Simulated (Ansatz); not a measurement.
Relaxed-ion elastic tensor of GeSe (rock salt, Fm-3m) in GPa (Voigt order), LDA in the plane-wave PAW code Ansatz; density 6.00 g/cm³, 20.97 Å³ per atom.

```json
[
 {"": "1", "1": "197", "2": "6.8", "3": "6.8", "4": "0.0", "5": "0.0", "6": "0.0"},
 {"": "2", "1": "6.8", "2": "197", "3": "6.8", "4": "0.0", "5": "0.0", "6": "0.0"},
 {"": "3", "1": "6.8", "2": "6.8", "3": "197", "4": "0.0", "5": "0.0", "6": "0.0"},
 {"": "4", "1": "0.0", "2": "0.0", "3": "0.0", "4": "31.8", "5": "0.0", "6": "0.0"},
 {"": "5", "1": "0.0", "2": "0.0", "3": "0.0", "4": "0.0", "5": "31.8", "6": "0.0"},
 {"": "6", "1": "0.0", "2": "0.0", "3": "0.0", "4": "0.0", "5": "0.0", "6": "31.8"}
]
```

Problem. Is the crystal mechanically stable?

Solution. Yes: the smallest eigenvalue of C is 31.8 GPa.

Problem. Work out the Voigt, Reuss and Hill averages.

Solution. K_V = 70.2, K_R = 70.2, K_H = 70.2; G_V = 57.1, G_R = 43.3, G_H = 50.2 GPa.

Problem. Give Young's modulus, Poisson's ratio, Pugh's ratio and the universal anisotropy index.

Solution. E = 9KG/(3K + G) = 122 GPa; ν = 0.21; K/G = 1.40 (brittle by the Pugh limit of 1.75); A_U = 5G_V/G_R + K_V/K_R − 6 = 1.60.

Problem. Estimate the sound speeds and the Debye temperature.

Solution. v_l = √((K + 4G/3)/ρ) = 4780 m/s, v_t = √(G/ρ) = 2890 m/s, mean 3200 m/s; Θ = (h/k)(3n/4πV)^(1/3) v_m = 345 K.

Problem. Give the Zener ratio and Young's modulus along [100], [110] and [111].

Solution. A = 2C44/(C11 − C12) = 0.33; 1/E = S11 − 2(S11 − S12 − S44/2)Γ with Γ = 0, 1/4, 1/3 gives 197, 96.8, 82.8 GPa.

The first step of the workflow began from a Materials Project structure, measured or hypothetical; the Crystallography Open Database copy checked does not list it. It is not the phase usual at ambient conditions (space group No. 62). Symmetry was held in the LDA relaxation. At this level the phase is dynamically unstable (imaginary phonons). As this level gives no gap, shear constants depend on the k-mesh and smearing (Fermi–Dirac, 0.1 eV here).

Potentials: the earlier of the program's two PAW sets.
